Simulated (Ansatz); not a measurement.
One crystal and one scan (scan of one atom of the cell) at two levels, PBE (plane waves to 420 eV, PAW, scalar-relativistic; Ansatz, a program for electronic structure) and PBEsol (plane waves to 420 eV, PAW, scalar-relativistic; Ansatz), each from its own relaxed cell and on its own mesh. The cell shown is that of PBE.

Starting cell, NiSi2 (fluorite type, space group Fm-3m):

```xyz
3
Lattice="0.0000 2.7220 2.7220 2.7220 0.0000 2.7220 2.7220 2.7220 0.0000" Properties=species:S:1:pos:R:3 pbc="T T T"
Ni     0.0000     0.0000     0.0000
Si     1.3610     1.3610     1.3610
Si     4.0830     4.0830     4.0830
```

In this cell atom 3 (Si, nearest neighbour Ni at 2.357 Å; its periodic images, 3.8 Å or more away, move with it) is moved by s along Cartesian [111], unit vector (0.577, 0.577, 0.577); all other atoms and the cell stay fixed.

Energies are smeared free energies. NiSi2 is run without spin polarisation. NiSi2 was relaxed with its symmetry unable to fall. The PAW data are Ansatz's earlier set. (PBEsol) On this mesh the relaxed cell isn't quite at rest: it carries a pressure of -0.1 GPa (compression positive) at the zero of the scan. With partly filled bands, energies and forces of such displacements shift with the k mesh and the smearing. Percentages come from the unrounded values. Both scans cover s from -0.470 to 0.470 Å.

Results of PBE:

```
Quantity                                                                                                                   Value
----------------------------------------------------------------  --------------------------------------------------------------
Lattice constant a (Å)                                                                                                     5.444
Energy at s = 0.470 Å (meV/cell)                                                                                            1317
Force along the line at s = -0.470 Å (eV/Å)                                                                                1.971
Force constant k = d²E/ds² at s = 0 (finite differences) (eV/Å²)                                                            7.28
Symmetry of the curve                                                        not even: the positive side lies higher at ±0.470 Å
Shape of the curve                                                a single well with its minimum at or next to zero displacement
```

Problem. Estimate the PBEsol values.

Solution. 
| quantity | PBEsol | PBE − PBEsol |
|---|---|---|
| Lattice constant a (Å) | 5.390 | +0.054 (+1.0 %) |
| Energy at s = 0.470 Å (meV/cell) | 1449 | -132 (-9.1 %) |
| Force along the line at s = -0.470 Å (eV/Å) | 2.162 | -0.191 (-8.9 %) |
| Force constant k = d²E/ds² at s = 0 (finite differences) (eV/Å²) | 8.14 | -0.86 (-11 %) |

PBE gives the higher value for: lattice constant a. PBE gives the lower value for: energy at s = 0.470 Å; force along the line at s = -0.470 Å; force constant k = d²E/ds² at s = 0. Both give the same symmetry of the curve: not even: the positive side lies higher at ±0.470 Å.

(A displaced cell: forces are minus the slopes of the energy, force constants its curvatures, and phonons follow from these.)
